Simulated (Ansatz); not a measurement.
Relaxed candidate structures of YN:

**A**
```xyz
6
Lattice="6.0040 0.0000 0.0000 -3.0020 5.1996 0.0000 0.0000 0.0000 3.2599" Properties=species:S:1:pos:R:3 pbc="T T T"
Y      3.0020     0.0000     0.0000
Y      1.5010     2.5998     0.0000
Y     -1.5010     2.5998     0.0000
N      0.0000     0.0000     0.0000
N      0.0000     3.4664     1.6299
N      3.0020     1.7332     1.6299
```

**B**
```
CELL_PARAMETERS angstrom
     -3.48038     3.48038     5.72969
      3.48038    -3.48038     5.72969
      3.48038     3.48038    -5.72969
ATOMIC_POSITIONS crystal
  N  0.80155 0.80155 0.00000
  N  0.55155 0.05155 0.50000
  N  0.07007 0.07007 0.00000
  N  0.82007 0.32006 0.50000
  Y  0.17289 0.95146 0.22142
  Y  0.73004 0.95146 0.77858
  Y  0.70146 0.98004 0.27858
  Y  0.70146 0.42289 0.72142
```

**C**
```
CELL_PARAMETERS angstrom
      5.04038     2.91007     1.06967
     -5.04038     2.91007     1.06967
      0.00000    -5.82013     1.06967
ATOMIC_POSITIONS crystal
  Y  0.30838 0.99137 0.99137
  Y  0.99137 0.30838 0.99137
  Y  0.99137 0.99137 0.30838
  N  0.39994 0.71107 0.71107
  N  0.71107 0.39994 0.71107
  N  0.71107 0.71107 0.39994
```

### Question
Rank these by energy per atom (lowest first), as r2SCAN (plane waves to 500 eV, PAW, scalar-relativistic; Ansatz, a program for electronic structure) gives it.

### Answer
C (reference), A (+0.83 eV/atom), B (+1.015 eV/atom)

### Question
Which candidates are metallic at this level, and what gaps do the others have?

### Answer
No gap: A. B: 0.83 eV (no spin-orbit coupling); C: 2.11 eV (no spin-orbit coupling).

The lowest structure calculated, Fm-3m, cF8, rock salt type, is not among these; it lies 0.42 eV/atom below the lowest of them. Each run could gain symmetry but not lose that of its start, so entries can be saddle points. All of these are generated cells (placed on structure types, drawn at random, substituted or restacked) that were not matched to a known phase here. Energies are at zero temperature and pressure, without zero-point motion. Each cell has its own k-point mesh; energy differences are given only to the digits this allows. No spin polarisation in the result.
